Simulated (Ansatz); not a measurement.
GaAs with Sn replacing Ga — 119Sn Mössbauer parameters

Cell: a supercell of GaAs (zinc blende type, F-43m) built from a COD entry, with all atoms left at the host's positions.

Space group F-43m (No. 216); a = 16.9611 Å.

```csv
site,Wyckoff,site symmetry,x,y,z
Sn,4a,-43m,0.0000,0.0000,0.0000
Ga2,48h,..m,0.1667,0.0000,0.1667
Ga5,16e,.3m,0.3333,0.8333,0.1667
Ga9,16e,.3m,0.6667,0.6667,0.3333
Ga15,24f,2.mm,0.5000,0.6667,0.5000
As28,16e,.3m,0.0833,0.9167,0.0833
As29,24g,2.mm,0.2500,0.9167,0.2500
As33,48h,..m,0.5833,0.7500,0.4167
As41,16e,.3m,0.4167,0.5833,0.4167
As54,4c,-43m,0.7500,0.2500,0.7500
```

One atom of each set is listed; the run and its k-mesh use a cell of 54 atoms with edges of 11.99, 11.99, 11.99 Å.

All values are calculated (Ansatz; DFT, PBE, plane waves and PAW, scalar-relativistic, 420 eV cutoff, Γ-centred 2×2×2 k-points, Fermi–Dirac smearing 0.01 eV, cell charge -1), not measured.

Isomer shifts (against SnO₂) follow from the electron density at the nucleus, δ = α(ρ − ρ₀), with α = 0.099 mm s⁻¹ a₀³ and ρ₀ = 183191.44 a₀⁻³ from a line fitted to 8 measured compounds at this level of theory (rms miss 0.12 mm/s). ΔE_Q = ½eQV_zz(1 + η²/3)^½ with Q = -0.132 b for the 23.9 keV state.

Question: Give the isomer shift and quadrupole splitting of each Sn site.

Answer: 

```csv
site,atoms,first shell,ρ − ρ₀ (a₀⁻³),δ (mm/s),ΔE_Q (mm/s),η
Sn,1,4 As at 2.45 Å,18.1,1.79,0.00,–
```

The shift of Sn is in the range of covalently or intermetallically bonded tin.

The run isn't spin-polarised, and a state with spin may lie lower. The defect repeats with the cell of 54 atoms, so it feels its images: sites between two images don't show the values beside a lone defect, and zeros or small values of η there can come from the images' arrangement. A uniform background compensates the cell's charge. The cell keeps the host's lattice, where the PBE pressure is 5 GPa (in a charged cell this depends on the convention for the mean potential). The neighbours have not yet relaxed around the defect (largest force 1.8 eV/Å), so a real crystal will differ.

Hardware: 4 threads of Intel Xeon Platinum 8375C CPU @ 2.90GHz (Ice Lake) (x86_64; 16 cores open to the job, memory cap 8.0 GiB, no GPU), a shared host with a load of 0.6 a core. Wall time 58 s, CPU time 3.5 min, peak memory 5.9 GiB.
